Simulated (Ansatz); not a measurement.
CsH:
```
CELL_PARAMETERS angstrom
      0.00000     3.19046     3.19046
      3.19046     0.00000     3.19046
      3.19046     3.19046     0.00000
ATOMIC_POSITIONS crystal
  Cs 0.00000 0.00000 0.00000
  H  0.50000 0.50000 0.50000
```

Relaxed with r²SCAN.

Question: Which orbitals make up the states near the band edges in plane-wave PAW r²SCAN (Ansatz code)?

Answer: Top 1 eV of the valence band: H 1s 81 %, Cs 6s 11 %. Bottom 1 eV of the conduction band: Cs 6s 52 %, outside the projected shells 43 %. Projections are on Löwdin-orthogonalised atomic valence shells; empty p or d shells of many metals are not among them.

Question: Tabulate the density of states.

Answer: States/eV per cell of 2 atoms, in 0.25 eV bins, energy from the valence-band maximum.

| E (eV) | total | H 1s | Cs 6s | Cs 5p |
|---|---|---|---|---|
| -7.85 | 0.00 | 0.00 | 0.00 | 0.00 |
| -7.60 | 0.00 | 0.00 | 0.00 | 0.00 |
| -7.35 | 0.00 | 0.00 | 0.00 | 0.00 |
| -7.10 | 0.00 | 0.00 | 0.00 | 0.00 |
| -6.85 | 0.00 | 0.00 | 0.00 | 0.00 |
| -6.60 | 0.00 | 0.00 | 0.00 | 0.00 |
| -6.35 | 0.00 | 0.00 | 0.00 | 0.00 |
| -6.10 | 0.00 | 0.00 | 0.00 | 0.00 |
| -5.85 | 0.00 | 0.00 | 0.00 | 0.00 |
| -5.60 | 0.00 | 0.00 | 0.00 | 0.00 |
| -5.35 | 0.00 | 0.00 | 0.00 | 0.00 |
| -5.10 | 0.00 | 0.00 | 0.00 | 0.00 |
| -4.85 | 0.00 | 0.00 | 0.00 | 0.00 |
| -4.60 | 0.00 | 0.00 | 0.00 | 0.00 |
| -4.35 | 0.00 | 0.00 | 0.00 | 0.00 |
| -4.10 | 0.00 | 0.00 | 0.00 | 0.00 |
| -3.85 | 0.00 | 0.00 | 0.00 | 0.00 |
| -3.60 | 0.00 | 0.00 | 0.00 | 0.00 |
| -3.35 | 0.00 | 0.00 | 0.00 | 0.00 |
| -3.10 | 0.00 | 0.00 | 0.00 | 0.00 |
| -2.85 | 0.00 | 0.00 | 0.00 | 0.00 |
| -2.60 | 0.00 | 0.00 | 0.00 | 0.00 |
| -2.35 | 0.00 | 0.00 | 0.00 | 0.00 |
| -2.10 | 0.00 | 0.00 | 0.00 | 0.00 |
| -1.85 | 0.00 | 0.00 | 0.00 | 0.00 |
| -1.60 | 0.03 | 0.01 | 0.01 | 0.00 |
| -1.35 | 0.17 | 0.08 | 0.07 | 0.00 |
| -1.10 | 0.57 | 0.37 | 0.15 | 0.02 |
| -0.85 | 2.04 | 1.55 | 0.32 | 0.07 |
| -0.60 | 2.96 | 2.44 | 0.28 | 0.11 |
| -0.35 | 1.85 | 1.56 | 0.14 | 0.08 |
| -0.10 | 0.37 | 0.33 | 0.02 | 0.02 |
| 0.15 | 0.00 | 0.00 | 0.00 | 0.00 |
| 0.40 | 0.00 | 0.00 | 0.00 | 0.00 |
| 0.65 | 0.00 | 0.00 | 0.00 | 0.00 |
| 0.90 | 0.00 | 0.00 | 0.00 | 0.00 |
| 1.15 | 0.00 | 0.00 | 0.00 | 0.00 |
| 1.40 | 0.00 | 0.00 | 0.00 | 0.00 |
| 1.65 | 0.00 | 0.00 | 0.00 | 0.00 |
| 1.90 | 0.00 | 0.00 | 0.00 | 0.00 |
| 2.15 | 0.00 | 0.00 | 0.00 | 0.00 |
| 2.40 | 0.00 | 0.00 | 0.00 | 0.00 |
| 2.65 | 0.01 | 0.00 | 0.01 | 0.00 |
| 2.90 | 0.26 | 0.01 | 0.18 | 0.00 |
| 3.15 | 0.51 | 0.02 | 0.31 | 0.00 |
| 3.40 | 0.79 | 0.04 | 0.42 | 0.01 |
| 3.65 | 1.82 | 0.06 | 0.67 | 0.02 |
| 3.90 | 2.60 | 0.07 | 0.65 | 0.02 |
| 4.15 | 1.15 | 0.04 | 0.23 | 0.01 |
| 4.40 | 0.58 | 0.03 | 0.10 | 0.00 |
| 4.65 | 2.33 | 0.07 | 0.37 | 0.02 |
| 4.90 | 3.03 | 0.06 | 0.43 | 0.02 |
| 5.15 | 1.81 | 0.04 | 0.22 | 0.01 |
| 5.40 | 1.07 | 0.03 | 0.12 | 0.00 |
| 5.65 | 1.26 | 0.01 | 0.06 | 0.00 |
| 5.90 | 2.12 | 0.00 | 0.02 | 0.00 |
| 6.15 | 2.52 | 0.05 | 0.05 | 0.00 |
| 6.40 | 1.40 | 0.03 | 0.04 | 0.00 |
| 6.65 | 1.18 | 0.02 | 0.02 | 0.00 |
| 6.90 | 1.44 | 0.05 | 0.08 | 0.00 |
| 7.15 | 1.78 | 0.09 | 0.12 | 0.00 |
| 7.40 | 1.99 | 0.08 | 0.12 | 0.00 |

Space group Fm-3m (rock salt). The workflow started from a Materials Project entry (that database holds measured and hypothetical structures alike); the Crystallography Open Database files this formula in space group No. 225, but the cells were not matched. Its standing as an ambient phase is unchecked. Symmetry was held in the r²SCAN relaxation; phonons on a q-mesh show no instability. Spin–orbit coupling is left out wherever it is not named.

Potentials: the later of the program's two PAW sets.
